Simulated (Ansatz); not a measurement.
As2Se3 (space group C2/m)

```cif
data_As8Se12
_chemical_formula_sum 'As8 Se12'
_space_group_name_H-M_alt 'C2/m'
_space_group_IT_number 12
_space_group_name_Hall '-C 2y'
_cell_length_a 13.33092
_cell_length_b 3.73459
_cell_length_c 9.26834
_cell_angle_alpha 90.000
_cell_angle_beta 95.486
_cell_angle_gamma 90.000
loop_
_space_group_symop_operation_xyz
  'x, y, z'
  '-x, -y, -z'
  '-x, y, -z'
  'x, -y, z'
  'x+1/2, y+1/2, z'
  '-x+1/2, -y+1/2, -z'
  '-x+1/2, y+1/2, -z'
  'x+1/2, -y+1/2, z'
loop_
_atom_site_label
_atom_site_type_symbol
_atom_site_symmetry_multiplicity
_atom_site_Wyckoff_symbol
_atom_site_fract_x
_atom_site_fract_y
_atom_site_fract_z
_atom_site_occupancy
As1 As 4 i 0.38331 0.00000 0.55459 1
As2 As 4 i 0.20076 0.00000 0.13945 1
Se1 Se 4 i 0.03297 0.00000 0.29014 1
Se2 Se 4 i 0.22174 0.00000 0.66005 1
Se3 Se 4 i 0.37352 0.00000 0.03420 1
```
(The calculation used a cell of 10 atoms; values per cell refer to that cell.)

Equation-of-state scan: isotropic scaling of the cell above, V₀ being its volume. The atoms relax within the cell's symmetry.

The numbers are results of PBEsol (plane waves to 420 eV, PAW, scalar-relativistic; Ansatz, an electronic-structure program), not measurements. k mesh 9×9×4 (Γ-centred), Fermi-Dirac smearing 0.05 eV. The energy includes the smearing's −TS. Compression counts positive. With the shape held, the modulus is that of even scaling; a crystal free to change shape is softer. As2Se3 was relaxed with its symmetry unable to fall. This is one of several known forms of As2Se3; the measured ambient cells at hand have space group No. 14. ΔE is measured from the relaxed starting cell.

The scan covers V/V₀ from 0.840 to 1.160 in 9 points.

Task: What is the fitted pressure derivative B₀′?

Result: 7.0.

Task: What bulk modulus at fixed cell shape B₀ follows from a third-order Birch-Murnaghan fit?

Result: 32.8 GPa.

(A scan under strain: stresses follow from slopes of the energy per volume, elastic moduli from its curvatures.)
